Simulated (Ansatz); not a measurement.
Relaxed-ion elastic tensor of ZrB2 in space group P6/mmm (No. 191; Zr on 1a, B on 2d) in GPa (Voigt order), plane-wave PAW PBEsol (Ansatz code); density 6.20 g/cm³, 10.08 Å³ per atom.

|  | 1 | 2 | 3 | 4 | 5 | 6 |
|---|---|---|---|---|---|---|
| 1 | 587 | 56.1 | 129 | 0.0 | 0.0 | 0.0 |
| 2 | 56.1 | 587 | 129 | 0.0 | 0.0 | 0.0 |
| 3 | 129 | 129 | 454 | 0.0 | 0.0 | 0.0 |
| 4 | 0.0 | 0.0 | 0.0 | 266 | 0.0 | 0.0 |
| 5 | 0.0 | 0.0 | 0.0 | 0.0 | 266 | 0.0 |
| 6 | 0.0 | 0.0 | 0.0 | 0.0 | 0.0 | 266 |

Task: Is the crystal mechanically stable?

Result: Yes: the smallest eigenvalue of C is 266 GPa.

Task: Work out the Voigt, Reuss and Hill averages.

Result: K_V = 251, K_R = 250, K_H = 250; G_V = 247, G_R = 240, G_H = 244 GPa.

Task: Give Young's modulus, Poisson's ratio, Pugh's ratio and the universal anisotropy index.

Result: E = 9KG/(3K + G) = 552 GPa; ν = 0.13; K/G = 1.03 (brittle by the Pugh limit of 1.75); A_U = 5G_V/G_R + K_V/K_R − 6 = 0.16.

Task: Estimate the sound speeds and the Debye temperature.

Result: v_l = √((K + 4G/3)/ρ) = 9630 m/s, v_t = √(G/ρ) = 6270 m/s, mean 6870 m/s; Θ = (h/k)(3n/4πV)^(1/3) v_m = 947 K.

Task: Solve the Christoffel equation for the three sound speeds along x, y, z.

Result: Eigenvalues of C_ijkl n_j n_l equal ρv². In km/s, slowest first: x 6.55, 6.55, 9.73; y 6.55, 6.55, 9.73; z 6.55, 6.55, 8.56.

Task: How much does each axis shrink under pressure?

Result: Linear compressibilities β_i = Σ_j S_ij (j = 1 to 3): x 1.3, y 1.3, z 1.5 per TPa.

The PBEsol relaxation kept the symmetry of its start. No spin polarisation was allowed. As this level gives no gap, shear constants depend on the k-mesh and smearing (Fermi–Dirac, 0.1 eV here).

Potentials: the earlier of the program's two PAW sets. The files were generated under PBE; for other functionals the program regenerates the frozen cores, and for LDA and PBEsol the local potential too.
